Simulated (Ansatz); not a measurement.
## Zone-centre phonons of NbRh: input and output

Theory: DFT LDA, scalar-relativistic, plane waves, PAW in Ansatz 0.2.0.

Launched with:
```bash
ansatz run input.yaml --threads 1 --pin off --max-ram 3072MiB --backend cpu --events-out ev --progress --plain --runs-dir out
```

Input (bare energies are in eV):
```yaml
crystal:
  lattice:
    - [2.8086316043, 0.0, 0.0]
    - [0.0, 2.8086316043, 0.0]
    - [0.0, 0.0, 3.8123637045]
  atoms:
    - { symbol: Nb, position: [0.0, 0.0, 0.0] }
    - { symbol: Rh, position: [0.5, 0.5, 0.5] }
basis:
  ecutwfc: 420
kpoints:
  mp_grid: { grid: [14, 14, 12] }
hamiltonian:
  xc: lda
scf:
  occupations: { method: fermi_dirac, width: 0.15 }
output:
  eigenvalues: true
phonons:
  method: dfpt
  eigenvectors: true
```

Results section of the output:
```
--- Phonons (Γ-DFPT): 4 representative perturbations + reference, on 448 of 2352 k-points (Σ response iterations 12) ---
  k mesh reduced under 8 symmetry operations, with k and −k counted as one. Each operation leaves every solved displacement unchanged or reverses it
  ASR residual: 1.746e-3 → 0.000e0 eV/Å²; symmetrization residual: 1.467e-5 eV/Å²
  ASR residual per site (eV/Å²): 1.75e-3 1.39e-3
  Γ frequencies (cm⁻¹): 0.00 0.00 0.00 158.29 158.29 223.07
  non-analytic LO–TO correction: not included (Born effective charges unavailable; polar crystals: no LO–TO splitting at Γ)
```

The run took 78 s on 1 thread of Arm Neoverse V2, on a shared host, peak memory 0.98 GiB.

In a metal, frequencies and elastic constants depend on the k mesh and the smearing, soft modes and shear constants most.